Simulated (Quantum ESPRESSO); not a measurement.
## Al3ZnN3O (input and log of a self-consistent run)

Simulated, not a measurement. The program is pw.x of Quantum ESPRESSO 7.5 (plane-wave density functional theory). The cell is made up: 8 atoms on a wurtzite lattice, with randomly drawn elements, strain and displacements, not relaxed. PseudoDojo standard norm-conserving files (v0.5 for PBE, v0.4.1 for LDA and PBEsol) set the functional; there is no spin polarisation, spin-orbit coupling or dispersion term, and the masses in the input are unused placeholders.

Input:

```
&control calculation='scf', pseudo_dir='./dojo.nc.sr.pbe.v0_5.standard.upf', outdir='./o', disk_io='low', tprnfor=.true., tstress=.true. /
&system ibrav=0, nat=8, ntyp=4, nbnd=31, ecutwfc=105.61755193, nosym=.true., tot_charge=0,
 occupations='smearing', smearing='fd', degauss=0.0018374661
/
&electrons conv_thr=7.350e-09, electron_maxstep=60, /
ATOMIC_SPECIES
Al 1.0 Al.upf
N 1.0 N.upf
O 1.0 O.upf
Zn 1.0 Zn.upf
CELL_PARAMETERS angstrom
3.1283 0.0059 -0.036
0.0102 5.4813 0.0607
-0.0587 0.0572 5.0306
ATOMIC_POSITIONS angstrom
Al -0.1011 0.0514 0.026
Zn 1.7542 2.7303 -0.0505
Al 1.4723 1.0384 2.4676
Al 0.0636 3.7452 2.6562
N 0.1747 -0.0022 1.8181
N 1.4394 2.8056 1.8927
N 1.5337 1.0108 4.551
O -0.1023 3.8218 4.3984
K_POINTS automatic
8 6 6 1 1 1
```

The log is shortened where brackets say so; the opening notice, blank lines, dates and the lines on written files are dropped, and the path of the files is cut. It prints rydbergs, bohrs and kilobars, and counts compression as positive stress. With no partly filled state, the Fermi energy that it prints is only some level between the filled and the empty states on the mesh, and need not lie in the true gap.

```
     Program PWSCF v.7.5
     Parallel version (MPI & OpenMP), running on       4 processor cores
     Number of MPI processes:                 4
     Threads/MPI process:                     1
     [start-up lines left out]
     bravais-lattice index     =            0
     lattice parameter (alat)  =       5.9120  a.u.
     unit-cell volume          =     581.9606 (a.u.)^3
     number of atoms/cell      =            8
     number of atomic types    =            4
     number of electrons       =        50.00
     number of Kohn-Sham states=           31
     kinetic-energy cutoff     =     105.6176  Ry
     charge density cutoff     =     422.4702  Ry
     scf convergence threshold =      7.3E-09
     mixing beta               =       0.7000
     number of iterations used =            8  plain     mixing
     Exchange-correlation= PBE
                           (   1   4   3   4   0   0   0)
     [axes and pseudopotential details left out]
   Cartesian axes
     site n.     atom                  positions (alat units)
         1        Al     tau(   1) = (  -0.0323157   0.0164295   0.0083107  )
         2        Zn     tau(   2) = (   0.5607137   0.8727150  -0.0161419  )
         3        Al     tau(   3) = (   0.4706070   0.3319149   0.7887454  )
         4        Al     tau(   4) = (   0.0203291   1.1971184   0.8490296  )
         5        N      tau(   5) = (   0.0558412  -0.0007032   0.5811388  )
         6        N      tau(   6) = (   0.4600908   0.8967840   0.6049840  )
         7        N      tau(   7) = (   0.4902329   0.3230928   1.4546848  )
         8        O      tau(   8) = (  -0.0326992   1.2216028   1.4059077  )
     number of k points=   144  Fermi-Dirac smearing, width (Ry)=  0.0018
     Number of k-points >= 100: set verbosity='high' to print them.
     Dense  grid:    85323 G-vectors     FFT dimensions: (  40,  72,  64)
     Estimated max dynamical RAM per process >     287.39 MB
     Estimated total dynamical RAM >       1.06 GB
     Initial potential from superposition of free atoms
     starting charge      49.9925, renormalised to      50.0000
     Starting wfcs are   38 randomized atomic wfcs
     total cpu time spent up to now is        8.5 secs
     per-process dynamical memory:   249.8 Mb
     Self-consistent Calculation
     iteration #  1     ecut=   105.62 Ry     beta= 0.70
     Davidson diagonalization with overlap
     ethr =  1.00E-02,  avg # of iterations =  3.5
     total cpu time spent up to now is       25.0 secs
     total energy              =    -526.76072915 Ry
     estimated scf accuracy    <       2.45701759 Ry
     iteration #  2     ecut=   105.62 Ry     beta= 0.70
     Davidson diagonalization with overlap
     ethr =  4.91E-03,  avg # of iterations =  2.5
     total cpu time spent up to now is       39.3 secs
     total energy              =    -527.46663192 Ry
     estimated scf accuracy    <       2.16581499 Ry
     iteration #  3     ecut=   105.62 Ry     beta= 0.70
     Davidson diagonalization with overlap
     ethr =  4.33E-03,  avg # of iterations =  2.0
     total cpu time spent up to now is       53.8 secs
     total energy              =    -527.83294383 Ry
     estimated scf accuracy    <       0.04076138 Ry
     iteration #  4     ecut=   105.62 Ry     beta= 0.70
     Davidson diagonalization with overlap
     ethr =  8.15E-05,  avg # of iterations =  8.6
     total cpu time spent up to now is       74.9 secs
     total energy              =    -527.85189766 Ry
     estimated scf accuracy    <       0.00780548 Ry
     iteration #  5     ecut=   105.62 Ry     beta= 0.70
     Davidson diagonalization with overlap
     ethr =  1.56E-05,  avg # of iterations =  4.2
     total cpu time spent up to now is       93.0 secs
     total energy              =    -527.85283750 Ry
     estimated scf accuracy    <       0.00331478 Ry
     [iterations 6 to 7 left out]
     iteration #  8     ecut=   105.62 Ry     beta= 0.70
     Davidson diagonalization with overlap
     ethr =  1.14E-07,  avg # of iterations =  2.9
     total cpu time spent up to now is      139.4 secs
     total energy              =    -527.85299228 Ry
     estimated scf accuracy    <       0.00000555 Ry
     iteration #  9     ecut=   105.62 Ry     beta= 0.70
     Davidson diagonalization with overlap
     ethr =  1.11E-08,  avg # of iterations =  2.0
     total cpu time spent up to now is      153.7 secs
     total energy              =    -527.85299295 Ry
     estimated scf accuracy    <       0.00000137 Ry
     iteration # 10     ecut=   105.62 Ry     beta= 0.70
     Davidson diagonalization with overlap
     ethr =  2.73E-09,  avg # of iterations =  2.0
     total cpu time spent up to now is      169.6 secs
     total energy              =    -527.85299316 Ry
     estimated scf accuracy    <       0.00000007 Ry
     iteration # 11     ecut=   105.62 Ry     beta= 0.70
     Davidson diagonalization with overlap
     ethr =  1.31E-10,  avg # of iterations =  3.4
     total cpu time spent up to now is      185.8 secs
     total energy              =    -527.85299318 Ry
     estimated scf accuracy    <          8.6E-09 Ry
     iteration # 12     ecut=   105.62 Ry     beta= 0.70
     Davidson diagonalization with overlap
     ethr =  1.73E-11,  avg # of iterations =  2.0
     total cpu time spent up to now is      198.5 secs
     End of self-consistent calculation
     Number of k-points >= 100: set verbosity='high' to print the bands.
     the Fermi energy is     9.2241 ev
!    total energy              =    -527.85299318 Ry
     estimated scf accuracy    <          2.7E-09 Ry
     smearing contrib. (-TS)   =       0.00000000 Ry
     internal energy E=F+TS    =    -527.85299318 Ry
     The total energy is F=E-TS. E is the sum of the following terms:
     one-electron contribution =    -442.86486529 Ry
     hartree contribution      =     245.26681710 Ry
     xc contribution           =     -78.90635146 Ry
     ewald contribution        =    -251.34859353 Ry
     convergence has been achieved in  12 iterations
     Forces acting on atoms (cartesian axes, Ry/au):
     atom    1 type  1   force =     0.09971471   -0.00996919   -0.00870077
     atom    2 type  4   force =    -0.06772309   -0.00981996    0.07346429
     atom    3 type  1   force =     0.07346134    0.00038851    0.03136310
     atom    4 type  1   force =    -0.05094845   -0.00406876   -0.11627298
     atom    5 type  2   force =    -0.09887634   -0.01910807    0.07578974
     atom    6 type  2   force =     0.06596269    0.01983391    0.08231086
     atom    7 type  2   force =    -0.08763687   -0.07949287   -0.12995782
     atom    8 type  3   force =     0.06604602    0.10223643   -0.00799642
     Total force =     0.340414     Total SCF correction =     0.000095
     Computing stress (Cartesian axis) and pressure
          total   stress  (Ry/bohr**3)                   (kbar)     P=       91.18
   0.00059235   0.00005079   0.00003823           87.14        7.47        5.62
   0.00005079   0.00075629  -0.00019180            7.47      111.25      -28.21
   0.00003823  -0.00019180   0.00051084            5.62      -28.21       75.15
     init_run     :      6.86s CPU      7.22s WALL (       1 calls)
     electrons    :    188.73s CPU    190.04s WALL (       1 calls)
     forces       :      2.03s CPU      2.04s WALL (       1 calls)
     stress       :      8.79s CPU      8.81s WALL (       1 calls)
     [timing details left out]
     PWSCF        :   3m27.77s CPU   3m29.56s WALL
     JOB DONE.
```

In other units: free energy -7181.806 eV for the cell, pressure 9.12 GPa, largest force component 3.341 eV/Å. This run is the check on a run of the same cell at 1143 eV and a 6 x 4 x 4 mesh: rerunning at 1437 eV and a 8 x 6 x 6 mesh moved values by no more than 0.002 eV in energy, 0.02 GPa in stress and 0.002 eV/Å in force.